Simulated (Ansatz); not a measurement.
ScPd₃N:
```
ScPd3N
1.0
    4.17739     0.00000     0.00000
    0.00000     4.17739     0.00000
    0.00000     0.00000     4.17739
Sc Pd N
1 3 1
Cartesian
  0.00000   0.00000   0.00000
  0.00000   2.08870   2.08870
  2.08870   0.00000   2.08870
  2.08870   2.08870   0.00000
  2.08870   2.08870   2.08870
```

Relaxed with r²SCAN. Special points in fractions of this cell's reciprocal vectors: Γ (0.000, 0.000, 0.000); X (0.000, 0.500, 0.000); M (0.500, 0.500, 0.000); R (0.500, 0.500, 0.500).

**Question.** List the band energies nearest the Fermi level at these points for r²SCAN in the plane-wave PAW code Ansatz.

**Answer.** In eV from the Fermi level; about four levels below and three above (degenerate sets whole), none deeper than 8.9 eV; points with the same levels are listed once.

```
k                                below           above
-  -----------------------------------  --------------
Γ              -1.49 -1.39 -1.39 -1.39  1.47 1.47 1.60
X              -2.23 -1.39 -1.07 -1.07  0.80 0.80 1.09
M              -1.57 -0.42 -0.42 -0.26  0.49 1.01 1.01
R  -1.57 -1.57 -1.57 -0.07 -0.07 -0.07  0.19 0.19 0.19
```

Space group Pm-3m (anti-perovskite). The start of the workflow was typed in or built on a structure type; neither database checked (COD, Materials Project) lists it. Its standing as an ambient phase is unchecked. The cell was relaxed with r²SCAN under the symmetry of its start; its stability against distortions is not shown here. No spin polarisation was allowed. Spin–orbit coupling is left out wherever it is not named.

Potentials: the later of the program's two PAW sets.
